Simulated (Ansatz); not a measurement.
SnO2 (rutile, P4_2/mnm) at seven volumes, PBE (plane waves, PAW; program Ansatz), shape and atoms relaxed at each. One row is withheld.

| V (Å³/atom) | P (GPa) |
|---|---|
| 11.446 | 20.31 |
| 11.823 | 12.25 |
| 12.200 | ? |
| 12.578 | 0.00 |
| 12.955 | -4.54 |
| 13.332 | -8.19 |
| 13.710 | -11.02 |

Question: Fit the shown pressures and predict the withheld one.

Answer: P = (3/2)B₀(x^(7/2) − x^(5/2))[1 + (3/4)(B′ − 4)(x − 1)] with x = (V₀/V)^(2/3). Least squares on the six rows gives V₀ = 12.577 Å³/atom, B₀ = 165 GPa, B′ = 5.76. At V = 12.200, x = 1.0205 and P = 5.48 GPa. The run itself gave 5.55 GPa.

The PBE relaxation kept the symmetry of its start. Scalar-relativistic: spin–orbit coupling is off unless named, which matters more the heavier the elements.

Potentials: the later of the program's two PAW sets.
